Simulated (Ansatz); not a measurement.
Consider the following.

CuI:
Space group P6₃mc (No. 186); a = 4.1309 Å, b = 4.1309 Å, c = 6.8114 Å, α = 90.00°, β = 90.00°, γ = 120.00°

```tsv
atom	site	symmetry	x	y	z
Cu	2b	3m.	0.3333	0.6667	0.3736
I	2b	3m.	0.3333	0.6667	0.0014
```

This is the LDA-relaxed structure.

Q: All from LDA in the plane-wave PAW code Ansatz, unless another level is named. Give the highest zone-centre frequency (without LO–TO term).

A: 164 cm⁻¹.

Q: Give the vibrational entropy at 300 K.

A: 43.2 J/(K·mol of atoms).

Q: Give the zero-point energy.

A: 21.6 meV/atom.

Space group P6_3mc (wurtzite). The first step of the workflow began from a Materials Project structure, measured or hypothetical; the Crystallography Open Database files this formula in space group No. 186, but the cells were not matched. It is not the phase usual at ambient conditions (space group No. 216). Symmetry was held in the LDA relaxation; phonons on a q-mesh show no instability. No spin polarisation was allowed. Scalar-relativistic: spin–orbit coupling is off unless named, which matters more the heavier the elements.

Potentials: the later of the program's two PAW sets.
